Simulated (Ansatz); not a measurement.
Given:

AlAs:
```cif
data_AlAs
_chemical_formula_sum 'Al1 As1'
_space_group_name_H-M_alt 'P-6m2'
_space_group_IT_number 187
_space_group_name_Hall 'P -6 2'
_cell_length_a 3.73685
_cell_length_b 3.73685
_cell_length_c 3.21838
_cell_angle_alpha 90.000
_cell_angle_beta 90.000
_cell_angle_gamma 120.000
loop_
_atom_site_label
_atom_site_type_symbol
_atom_site_symmetry_multiplicity
_atom_site_Wyckoff_symbol
_atom_site_fract_x
_atom_site_fract_y
_atom_site_fract_z
_atom_site_occupancy
Al1 Al 1 a 0.00000 0.00000 0.00000 1
As1 As 1 f 0.66667 0.33333 0.50000 1
```

This is the PBE-relaxed structure.

Task: All from plane-wave PAW PBE (Ansatz code), unless another level is named. Predict the electronic character.

Result: metallic (no gap).

Task: Predict the density of states at the Fermi level.

Result: 0.35 states/eV per atom (mean over ±0.08 eV).

Task: Next, the formation energy from the elements (no fitted shifts)?

Result: -0.054 eV/atom.

The cell is a constructed one: a structure type filled with these elements; neither database checked (COD, Materials Project) lists it. It is not the phase usual at ambient conditions (space group No. 216). Symmetry was held in the PBE relaxation; its stability against distortions is not shown here. The references are the lowest solids computed at this level, not always the standard phases. Scalar-relativistic: spin–orbit coupling is off unless named, which matters more the heavier the elements.

Potentials: the later of the program's two PAW sets.
